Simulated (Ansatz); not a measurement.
AlNi (CsCl type), conventional cell a = 2.893 Å, b = 2.893 Å, c = 2.893 Å, α = 90.00°, β = 90.00°, γ = 90.00°. The calculation uses the primitive cell of 2 atoms, to which meshes and values per cell refer.

The volume is varied about the relaxed value V₀ at fixed cell shape. Symmetry pins the atoms to their sites.

The numbers are results of PBE (plane waves to 420 eV, PAW, scalar-relativistic; Ansatz, a program for electronic structure), not measurements. k mesh 16×16×16 (Γ-centred), Fermi-Dirac smearing 0.05 eV. The energy includes the smearing's −TS. Compression counts positive. AlNi is run without spin polarisation. AlNi was relaxed with its symmetry unable to fall. The PAW data are Ansatz's earlier set. The zero of ΔE is the relaxed starting cell.

```json
[
 {"V/V₀": "0.840", "ΔE (eV/atom)": "0.210", "P (GPa)": "[?]"},
 {"V/V₀": "0.872", "ΔE (eV/atom)": "0.126", "P (GPa)": "[?]"},
 {"V/V₀": "0.904", "ΔE (eV/atom)": "0.066", "P (GPa)": "20.0"},
 {"V/V₀": "0.936", "ΔE (eV/atom)": "0.028", "P (GPa)": "12.2"},
 {"V/V₀": "0.968", "ΔE (eV/atom)": "0.007", "P (GPa)": "5.6"},
 {"V/V₀": "1.000", "ΔE (eV/atom)": "0.000", "P (GPa)": "0.0"},
 {"V/V₀": "1.032", "ΔE (eV/atom)": "0.006", "P (GPa)": "-4.7"},
 {"V/V₀": "1.064", "ΔE (eV/atom)": "0.022", "P (GPa)": "-8.6"},
 {"V/V₀": "1.096", "ΔE (eV/atom)": "0.047", "P (GPa)": "-11.9"},
 {"V/V₀": "1.128", "ΔE (eV/atom)": "[?]", "P (GPa)": "-14.7"},
 {"V/V₀": "1.160", "ΔE (eV/atom)": "0.118", "P (GPa)": "-17.0"}
]
```

Problem. What belongs in the gaps?

Solution. 
- 0.840, P (GPa): 40.5
- 0.872, P (GPa): 29.3
- 1.128, ΔE (eV/atom): 0.079

(Under strain, the slope of the energy per volume gives the stress and its curvature an elastic modulus.)
